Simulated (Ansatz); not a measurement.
VN:
Space group Fm-3m (No. 225); a = b = c = 4.043 Å, α = β = γ = 90.00°

| atom | site | symmetry | x | y | z |
|---|---|---|---|---|---|
| V | 4a | m-3m | 0.0000 | 0.0000 | 0.0000 |
| N | 4b | m-3m | 0.5000 | 0.5000 | 0.5000 |
(The calculation used a cell of 2 atoms; values per cell refer to that cell.)

Relaxed with LDA.

Question: Which orbitals make up the states near the Fermi level in LDA (plane waves, PAW; program Ansatz)?

Answer: Within 0.5 eV of the Fermi level: V 3d 88 %, N 2p 10 %. Projections are on Löwdin-orthogonalised atomic valence shells; empty p or d shells of many metals are not among them.

Question: Tabulate the density of states.

Answer: States/eV per cell of 2 atoms, in 0.25 eV bins, energy from the Fermi level.

```csv
E (eV),total,V 3d,N 2p,N 2s
-7.85,1.01,0.26,0.64,0.02
-7.60,1.23,0.29,0.81,0.02
-7.35,1.07,0.23,0.73,0.02
-7.10,0.84,0.16,0.60,0.01
-6.85,0.78,0.13,0.58,0.01
-6.60,1.39,0.40,0.92,0.01
-6.35,2.80,0.98,1.72,0.02
-6.10,2.85,1.05,1.72,0.01
-5.85,2.32,0.84,1.42,0.01
-5.60,1.64,0.60,1.00,0.01
-5.35,1.32,0.48,0.80,0.01
-5.10,1.09,0.39,0.67,0.01
-4.85,0.92,0.32,0.57,0.00
-4.60,0.77,0.26,0.49,0.00
-4.35,0.64,0.20,0.42,0.00
-4.10,0.51,0.14,0.36,0.00
-3.85,0.27,0.08,0.19,0.00
-3.60,0.17,0.06,0.11,0.00
-3.35,0.16,0.07,0.09,0.00
-3.10,0.17,0.08,0.08,0.00
-2.85,0.19,0.11,0.08,0.00
-2.60,0.23,0.15,0.07,0.00
-2.35,0.28,0.20,0.07,0.00
-2.10,0.36,0.27,0.08,0.00
-1.85,0.46,0.36,0.09,0.00
-1.60,0.60,0.49,0.10,0.00
-1.35,0.68,0.56,0.10,0.00
-1.10,0.76,0.63,0.11,0.01
-0.85,0.86,0.73,0.12,0.01
-0.60,0.99,0.85,0.12,0.01
-0.35,1.18,1.02,0.13,0.01
-0.10,1.48,1.30,0.16,0.01
0.15,1.63,1.45,0.14,0.02
0.40,2.14,1.92,0.18,0.02
0.65,3.18,2.92,0.21,0.03
0.90,2.38,2.14,0.21,0.02
1.15,1.80,1.46,0.30,0.01
1.40,5.84,4.94,0.82,0.01
1.65,0.71,0.53,0.15,0.01
1.90,0.67,0.48,0.15,0.02
2.15,0.76,0.53,0.17,0.03
2.40,0.90,0.63,0.18,0.07
2.65,1.02,0.70,0.19,0.10
2.90,0.92,0.61,0.19,0.09
3.15,1.42,0.94,0.24,0.17
3.40,1.29,0.83,0.27,0.13
3.65,1.28,0.81,0.29,0.13
3.90,1.15,0.71,0.31,0.09
4.15,1.05,0.63,0.31,0.07
4.40,0.98,0.58,0.32,0.05
4.65,0.92,0.54,0.32,0.03
```

Symmetry was held in the LDA relaxation. No spin polarisation was allowed.

Potentials: the earlier of the program's two PAW sets. The files were generated under PBE; for other functionals the program regenerates the frozen cores, and for LDA and PBEsol the local potential too.
